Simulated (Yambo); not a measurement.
Yambo run on ZnS (zinc blende, space group F-43m, No. 216). The wavefunctions come from this Quantum ESPRESSO step (PBE, PseudoDojo standard norm-conserving files, scalar-relativistic):

```
&CONTROL
  calculation = 'nscf'
  pseudo_dir = './pseudo'
  outdir = './out'
/
&SYSTEM
  ibrav = 0
  nat = 2
  ntyp = 2
  ecutwfc = 84.0
  ecutrho = 336.0
  occupations = 'fixed'
  force_symmorphic = .true.
  nbnd = 153
/
&ELECTRONS
  conv_thr = 2e-09
  diago_full_acc = .true.
  diago_thr_init = 1e-08
/
ATOMIC_SPECIES
S 32.0600 S.upf
Zn 65.3800 Zn.upf
CELL_PARAMETERS angstrom
  0.000000000000   2.693685000000   2.693685000000
  2.693685000000   0.000000000000   2.693685000000
  2.693685000000   2.693685000000   0.000000000000
ATOMIC_POSITIONS crystal
S   0.750000000000   0.750000000000   0.750000000000
Zn   0.000000000000   0.000000000000   0.000000000000
K_POINTS automatic
4 4 4 0 0 0
```

Yambo input:

```
rim_cut
gw0
dyson
el_el_corr
HF_and_locXC
ppa
em1d
RandQpts= 1000000
RandGvec= 1 Ry
EXXRLvcs= 84 Ry
VXCRLvcs= 336 Ry
Chimod= "HARTREE"
% BndsRnXp
 5 | 151 |
%
NGsBlkXp= 14 Ry
% LongDrXp
 1.0 | 1.0 | 1.0 |
%
PPAPntXp= 27.2114 eV
% GbndRnge
 1 | 151 |
%
GTermKind= "BG"
DysSolver= "n"
ExtendOut
% QPkrange
 1 | 1 | 13 | 14 |
 3 | 3 | 13 | 14 |
 7 | 7 | 13 | 14 |
 8 | 8 | 13 | 14 |
%
```

k points by index: 1 = Γ, 3 = L, 7 = X, 8 = W.

The o-*.qp file then holds:

```
#    K-point    Band    Eo [eV]    E [eV]    E-Eo [eV]    Vxc [eV]    Vnlxc [eV]    Sc|Eo [eV]    Sc|E [eV]    dSc/dw|Eo [eV]    Re(Z)    Im(Z)
#
    1    13    0.000000    -1.037808    -1.037808    -16.87074    -20.15659    1.970415    2.248039    -7.278673    0.788961    -0.001254
    1    14    2.153261    2.285561    0.132301    -11.45626    -7.159026    -4.134467    -4.164938    -6.262569    0.812910    -0.001183
    3    13    -0.877657    -1.970167    -1.092510    -15.65095    -19.15335    2.116292    2.409885    -7.311943    0.788201    -0.001261
    3    14    3.328506    3.581553    0.253047    -11.83386    -7.398794    -4.124109    -4.182015    -6.224347    0.813840    -0.001198
    7    13    -2.249042    -3.435576    -1.186534    -13.83584    -17.67171    2.326786    2.649332    -7.396787    0.786270    -0.673052E-3
    7    14    3.388772    3.469012    0.080240    -10.30938    -6.493611    -3.718547    -3.735528    -5.751797    0.825507    -0.001127
    8    13    -2.744060    -3.978150    -1.234090    -15.68626    -20.10541    2.841922    3.185059    -7.565250    0.782459    -0.001491
    8    14    5.692009    5.824491    0.132482    -11.18325    -6.922779    -4.098035    -4.127987    -6.147979    0.815703    -0.947182E-3
```
(The two width columns are left out.) Convergence of these settings isn't established.

Geometry of the Materials Project entry, not relaxed at this level.
